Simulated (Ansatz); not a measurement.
The relaxed structure here is a generated cell of Bi: the first start was made by placing the elements on the sites of a structure type, and the end was not matched to a known phase here, so it may be hypothetical. Known forms of Bi include space group No. 166.

A relaxed structure of Bi. Space group Pm-3m (No. 221), AFLOW prototype A_cP1_221_a (A_h). Calculation: r2SCAN (plane waves to 500 eV, PAW, scalar-relativistic; Ansatz, a first-principles code).

Space group Pm-3m (No. 221); a = 3.2532 Å, b = 3.2532 Å, c = 3.2532 Å, α = 90.00°, β = 90.00°, γ = 90.00°

| atom | site | symmetry | x | y | z |
|---|---|---|---|---|---|
| Bi | 1b | m-3m | 0.5000 | 0.5000 | 0.5000 |

| Item | Value |
|---|---|
| Volume per atom | 34.43 Å³ |
| Density | 10.08 g/cm³ |
| Band gap | no gap (metallic) |
| Shortest distances | Bi–Bi 3.25 Å |
| k-mesh | 14×14×14 |

No spin polarisation in the result.

The run could not lose the symmetry of its start: the end is stationary, and may be a saddle point rather than a minimum.

It was reached from a disturbed copy of a P6/mmm (No. 191) cell (AFLOW prototype A_hP1_191_a (A_f, as in Sn)), against which it lies -0.06 eV/atom.
